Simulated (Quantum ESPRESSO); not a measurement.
## Ga3MgAs4 (input and log of a self-consistent run)

A calculation, not a measurement. The program is pw.x of Quantum ESPRESSO 7.5 (plane-wave density functional theory). The cell is made up: 8 atoms on a zincblende/diamond lattice, with randomly drawn elements, strain and displacements, not relaxed. PseudoDojo standard norm-conserving files (v0.5 for PBE, v0.4.1 for LDA and PBEsol) set the functional; there is no spin polarisation, spin-orbit coupling or dispersion term, and the masses in the input are unused placeholders. A spin-polarised start on this cell or one of its family kept no moment.

Input:

```
&control calculation='scf', pseudo_dir='./dojo.nc.sr.pbe.v0_5.standard.upf', outdir='./o', disk_io='low', tprnfor=.true., tstress=.true. /
&system ibrav=0, nat=8, ntyp=3, nbnd=65, ecutwfc=84.00895049, nosym=.true., tot_charge=0,
 occupations='smearing', smearing='fd', degauss=0.0073498644
/
&electrons conv_thr=7.350e-09, electron_maxstep=60, /
ATOMIC_SPECIES
As 1.0 As.upf
Ga 1.0 Ga.upf
Mg 1.0 Mg.upf
CELL_PARAMETERS angstrom
5.8064 0.0 0.0
0.0 5.8064 0.0
0.0 0.0 5.8064
ATOMIC_POSITIONS angstrom
Ga 0.0055 0.0033 0.0077
Ga -0.0083 2.8863 2.9199
Mg 2.9306 -0.0354 2.8839
Ga 2.9157 2.8748 0.0022
As 1.451 1.4638 1.3891
As 1.515 4.4058 4.3472
As 4.378 1.5069 4.3675
As 4.3631 4.3252 1.4608
K_POINTS automatic
6 6 6 1 1 1
```

The log is shortened where brackets say so; the opening notice, blank lines, dates and the lines on written files are dropped, and the path of the files is cut. It prints rydbergs, bohrs and kilobars, and counts compression as positive stress.

```
     Program PWSCF v.7.5
     Parallel version (MPI & OpenMP), running on       4 processor cores
     Number of MPI processes:                 4
     Threads/MPI process:                     1
     [start-up lines left out]
     bravais-lattice index     =            0
     lattice parameter (alat)  =      10.9725  a.u.
     unit-cell volume          =    1321.0445 (a.u.)^3
     number of atoms/cell      =            8
     number of atomic types    =            3
     number of electrons       =       109.00
     number of Kohn-Sham states=           65
     kinetic-energy cutoff     =      84.0090  Ry
     charge density cutoff     =     336.0358  Ry
     scf convergence threshold =      7.3E-09
     mixing beta               =       0.7000
     number of iterations used =            8  plain     mixing
     Exchange-correlation= PBE
                           (   1   4   3   4   0   0   0)
     [axes and pseudopotential details left out]
   Cartesian axes
     site n.     atom                  positions (alat units)
         1        Ga     tau(   1) = (   0.0009472   0.0005683   0.0013261  )
         2        Ga     tau(   2) = (  -0.0014295   0.4970894   0.5028761  )
         3        Mg     tau(   3) = (   0.5047189  -0.0060967   0.4966761  )
         4        Ga     tau(   4) = (   0.5021528   0.4951088   0.0003789  )
         5        As     tau(   5) = (   0.2498967   0.2521011   0.2392360  )
         6        As     tau(   6) = (   0.2609190   0.7587834   0.7486911  )
         7        As     tau(   7) = (   0.7539956   0.2595240   0.7521872  )
         8        As     tau(   8) = (   0.7514295   0.7449022   0.2515845  )
     number of k points=   108  Fermi-Dirac smearing, width (Ry)=  0.0073
     Number of k-points >= 100: set verbosity='high' to print them.
     Dense  grid:   137065 G-vectors     FFT dimensions: (  72,  72,  72)
     Estimated max dynamical RAM per process >     676.60 MB
     Estimated total dynamical RAM >       2.54 GB
     Initial potential from superposition of free atoms
     starting charge     108.9902, renormalised to     109.0000
     Starting wfcs are   68 randomized atomic wfcs
     total cpu time spent up to now is       10.4 secs
     per-process dynamical memory:   595.8 Mb
     Self-consistent Calculation
     iteration #  1     ecut=    84.01 Ry     beta= 0.70
     Davidson diagonalization with overlap
     ethr =  1.00E-02,  avg # of iterations =  4.4
     Threshold (ethr) on eigenvalues was too large:
     Diagonalizing with lowered threshold
     Davidson diagonalization with overlap
     ethr =  1.67E-04,  avg # of iterations =  5.9
     total cpu time spent up to now is       66.7 secs
     total energy              =   -1426.27952578 Ry
     estimated scf accuracy    <       0.17976155 Ry
     iteration #  2     ecut=    84.01 Ry     beta= 0.70
     Davidson diagonalization with overlap
     ethr =  1.65E-04,  avg # of iterations =  2.2
     total cpu time spent up to now is       89.1 secs
     total energy              =   -1426.31109824 Ry
     estimated scf accuracy    <       0.03629110 Ry
     iteration #  3     ecut=    84.01 Ry     beta= 0.70
     Davidson diagonalization with overlap
     ethr =  3.33E-05,  avg # of iterations =  2.9
     total cpu time spent up to now is      110.8 secs
     total energy              =   -1426.31867925 Ry
     estimated scf accuracy    <       0.00553416 Ry
     iteration #  4     ecut=    84.01 Ry     beta= 0.70
     Davidson diagonalization with overlap
     ethr =  5.08E-06,  avg # of iterations =  7.1
     total cpu time spent up to now is      134.9 secs
     total energy              =   -1426.31979403 Ry
     estimated scf accuracy    <       0.00344276 Ry
     iteration #  5     ecut=    84.01 Ry     beta= 0.70
     Davidson diagonalization with overlap
     ethr =  3.16E-06,  avg # of iterations =  2.1
     total cpu time spent up to now is      156.6 secs
     total energy              =   -1426.32045971 Ry
     estimated scf accuracy    <       0.00029852 Ry
     iteration #  6     ecut=    84.01 Ry     beta= 0.70
     Davidson diagonalization with overlap
     ethr =  2.74E-07,  avg # of iterations =  2.0
     total cpu time spent up to now is      179.8 secs
     total energy              =   -1426.32052799 Ry
     estimated scf accuracy    <       0.00001640 Ry
     iteration #  7     ecut=    84.01 Ry     beta= 0.70
     Davidson diagonalization with overlap
     ethr =  1.51E-08,  avg # of iterations =  3.1
     total cpu time spent up to now is      206.6 secs
     total energy              =   -1426.32053185 Ry
     estimated scf accuracy    <       0.00000136 Ry
     iteration #  8     ecut=    84.01 Ry     beta= 0.70
     Davidson diagonalization with overlap
     ethr =  1.25E-09,  avg # of iterations =  3.5
     total cpu time spent up to now is      235.6 secs
     total energy              =   -1426.32053222 Ry
     estimated scf accuracy    <       0.00000088 Ry
     iteration #  9     ecut=    84.01 Ry     beta= 0.70
     Davidson diagonalization with overlap
     ethr =  8.09E-10,  avg # of iterations =  2.0
     total cpu time spent up to now is      258.2 secs
     total energy              =   -1426.32053239 Ry
     estimated scf accuracy    <       0.00000006 Ry
     iteration # 10     ecut=    84.01 Ry     beta= 0.70
     Davidson diagonalization with overlap
     ethr =  5.61E-11,  avg # of iterations =  2.9
     total cpu time spent up to now is      283.9 secs
     total energy              =   -1426.32053241 Ry
     estimated scf accuracy    <       0.00000002 Ry
     iteration # 11     ecut=    84.01 Ry     beta= 0.70
     Davidson diagonalization with overlap
     ethr =  2.04E-11,  avg # of iterations =  2.0
     total cpu time spent up to now is      306.6 secs
     End of self-consistent calculation
     Number of k-points >= 100: set verbosity='high' to print the bands.
     the Fermi energy is     6.8580 ev
!    total energy              =   -1426.32053241 Ry
     estimated scf accuracy    <          2.2E-09 Ry
     smearing contrib. (-TS)   =      -0.00851760 Ry
     internal energy E=F+TS    =   -1426.31201482 Ry
     The total energy is F=E-TS. E is the sum of the following terms:
     one-electron contribution =    -831.35691807 Ry
     hartree contribution      =     471.70834804 Ry
     xc contribution           =    -331.50639108 Ry
     ewald contribution        =    -735.15705370 Ry
     convergence has been achieved in  11 iterations
     Forces acting on atoms (cartesian axes, Ry/au):
     atom    1 type  2   force =    -0.00289743   -0.00819564   -0.00610971
     atom    2 type  2   force =     0.01804378    0.01095689   -0.00297563
     atom    3 type  3   force =     0.00390362    0.02576997   -0.00477687
     atom    4 type  2   force =    -0.00277736    0.01552520   -0.00347019
     atom    5 type  1   force =    -0.01113567    0.00877905    0.00958197
     atom    6 type  1   force =    -0.03335212   -0.03191231    0.02255101
     atom    7 type  1   force =     0.00741333   -0.00892493    0.00830172
     atom    8 type  1   force =     0.02080186   -0.01199824   -0.02310230
     Total force =     0.076003     Total SCF correction =     0.000305
     Computing stress (Cartesian axis) and pressure
          total   stress  (Ry/bohr**3)                   (kbar)     P=        5.75
   0.00003065   0.00002038  -0.00007213            4.51        3.00      -10.61
   0.00002038   0.00003949  -0.00001847            3.00        5.81       -2.72
  -0.00007213  -0.00001847   0.00004709          -10.61       -2.72        6.93
     init_run     :     10.10s CPU     10.38s WALL (       1 calls)
     electrons    :    292.61s CPU    296.15s WALL (       1 calls)
     forces       :      3.34s CPU      3.37s WALL (       1 calls)
     stress       :     10.54s CPU     10.78s WALL (       1 calls)
     [timing details left out]
     PWSCF        :   5m16.73s CPU   5m20.90s WALL
     JOB DONE.
```

In other units: free energy -19406.079 eV for the cell, pressure 0.57 GPa, largest force component 0.858 eV/Å. A rerun of a related cell, with the same atoms placed differently, at 1437 eV and a 8 x 8 x 8 mesh moved values by no more than 0.004 eV in energy, 0.02 GPa in stress and 0.003 eV/Å in force.